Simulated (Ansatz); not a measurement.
## SrAs4Rh6, first-principles data

SrAs4Rh6:
```
CELL_PARAMETERS angstrom
      7.24147     0.00000     0.00000
     -3.62073     6.27130     0.00000
      0.00000     0.00000     3.83614
ATOMIC_POSITIONS crystal
  Sr 0.00000 0.00000 0.00000
  As 0.80930 0.19070 0.50000
  As 0.38139 0.19070 0.50000
  As 0.80930 0.61861 0.50000
  Rh 0.53478 0.46522 0.00000
  Rh 0.93043 0.46522 0.00000
  Rh 0.53478 0.06957 0.00000
  As 0.33333 0.66667 0.00000
  Rh 0.20219 0.79781 0.50000
  Rh 0.59563 0.79781 0.50000
  Rh 0.20219 0.40437 0.50000
```

Space group P-6m2 (No. 187); conventional cell a = b = 7.241 Å, c = 3.836 Å, α = β = 90.00°, γ = 120.00°.

Method: r²SCAN (plane waves, PAW; program Ansatz). Geometry: relaxed at this level of theory. Other levels are named where they apply.

**Cell and energy**

- Volume per atom = 15.84 Å³
- Density = 9.58 g/cm³

**Electronic structure**

- Electronic character = metallic (no gap)
- Density of states at the Fermi level = 0.49 states/eV per atom (mean over ±0.08 eV)

**Mechanics**

* **Bulk modulus (Birch–Murnaghan fit)**: 1790 kbar
* **Pressure derivative B′**: 5.0

**Charges**

Bader charges: Sr +1.36, As -0.13 to +0.13, Rh -0.26 to -0.10 e

The workflow started from an entry of the Crystallography Open Database (COD). Whether it is the stable phase at ambient conditions was not checked. The r²SCAN relaxation kept the symmetry of its start; its stability against distortions is not shown here. The run is not spin-polarised. Spin–orbit coupling is left out wherever it is not named.

Potentials: the later of the program's two PAW sets.
